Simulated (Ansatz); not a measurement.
Cu2O (anti-CdI2 type, P-3m1), r²SCAN (plane waves, PAW; program Ansatz), all energies at zero smearing, with the estimated change up to a 700 eV cutoff added, with one set of potentials and settings (totals compare only within such a set). Cell of 3 atoms (1 O, 2 Cu): -13829.356 eV.

```json
[
 {"element": "O", "reference phase": "C2/m, 4 atoms in the cell, spin-polarised", "E (eV/atom)": "-566.0281"},
 {"element": "Cu", "reference phase": "Fm-3m, 1 atoms in the cell", "E (eV/atom)": "-6631.2396"}
]
```

Formation energy per atom, worked out: (-13829.356 − 1×(-566.0281) − 2×(-6631.2396))/3 = -0.283 eV/atom (-27 kJ per mol of atoms), at 0 K, without zero-point energy or fitted corrections.

A made-up cell: these elements were put on the sites of a structure type; neither database checked (COD, Materials Project) lists it. It is not the phase usual at ambient conditions (space group No. 224). Symmetry was held in the r²SCAN relaxation; its stability against distortions is not shown here. No spin polarisation was allowed. No Hubbard U is applied. The references are the lowest solids computed at this level, not always the standard phases (solids in place of the gases).

Potentials: the later of the program's two PAW sets.
